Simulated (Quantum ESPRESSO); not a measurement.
Kohn-Sham bands of GeO2 (P3₂21)

```yaml
crystal:
  lattice:
    - [4.97631, 0.00000, 0.00000]
    - [-2.48816, 4.30961, 0.00000]
    - [0.00000, 0.00000, 5.67088]
  atoms:
    - { symbol: Ge, position: [0.55154, 0.55154, 0.50000] }
    - { symbol: Ge, position: [0.44846, 0.00000, 0.16667] }
    - { symbol: Ge, position: [0.00000, 0.44846, 0.83333] }
    - { symbol: O, position: [0.30593, 0.39511, 0.74468] }
    - { symbol: O, position: [0.60489, 0.91082, 0.41135] }
    - { symbol: O, position: [0.08918, 0.69407, 0.07801] }
    - { symbol: O, position: [0.39511, 0.30593, 0.25532] }
    - { symbol: O, position: [0.91082, 0.60489, 0.58865] }
    - { symbol: O, position: [0.69407, 0.08918, 0.92199] }
```

Structure: Materials Project mp-223, symmetrised, not relaxed again. COD (Crystallography Open Database) has the formula in 3 space groups, this one among them (matched by group alone). Computed values, not measurements, from LDA: Quantum ESPRESSO (norm-conserving PseudoDojo potentials, cutoff 68 Ry, no spin polarisation, no spin-orbit coupling) on a Γ-centred 6×6×4 mesh, then Wannier90. Density: 12×12×6 mesh, cold smearing 0.01 Ry. Spin-orbit coupling, left out, would split the p-like bands by a few tenths of an eV.

### Question
List the Kohn-Sham levels between −8 and 6.4 eV relative to the valence-band maximum at the high-symmetry points, as a band run of pw.x on that density gives them (levels within 2 meV counted together).

### Answer
```json
[
 {"point": "Γ", "k (reciprocal lattice)": "0.000 0.000 0.000", "levels (eV)": "-4.95, -4.54, -4.40 (×2), -2.24 (×2), -2.14, -1.97, -1.26, -1.09 (×2), -0.41 (×2), -0.37, -0.05 (×2), 3.37"},
 {"point": "M", "k (reciprocal lattice)": "0.500 0.000 0.000", "levels (eV)": "-7.17, -5.54, -4.63, -4.55, -3.62, -2.63, -2.31, -2.09, -1.64, -1.61, -1.30, -0.91, -0.54, -0.41, -0.22, -0.16, -0.01, 5.34"},
 {"point": "K", "k (reciprocal lattice)": "0.333 0.333 0.000", "levels (eV)": "-6.47 (×2), -4.44 (×2), -3.48, -2.32 (×3), -1.75 (×2), -1.17, -1.16, -0.43 (×2), -0.15 (×2), 0.00, 5.90 (×2)"},
 {"point": "A", "k (reciprocal lattice)": "0.000 0.000 0.500", "levels (eV)": "-5.91 (×2), -4.65 (×2), -4.00, -2.46 (×2), -2.04, -1.30 (×2), -1.06, -0.88 (×2), -0.58 (×2), -0.45, -0.09, 5.31 (×2)"},
 {"point": "L", "k (reciprocal lattice)": "0.500 0.000 0.500", "levels (eV)": "-6.97, -5.93, -4.47, -4.12, -4.09, -2.66, -2.52, -1.82, -1.50, -1.47, -1.02, -0.94, -0.75, -0.64, -0.53, -0.34, -0.01, 5.59"},
 {"point": "H", "k (reciprocal lattice)": "0.333 0.333 0.500", "levels (eV)": "-7.44 (×2), -6.09, -4.25 (×2), -4.17, -2.69, -2.14 (×2), -1.38, -1.29 (×2), -0.78 (×2), -0.73, -0.42, -0.23 (×2), 5.63"}
]
```
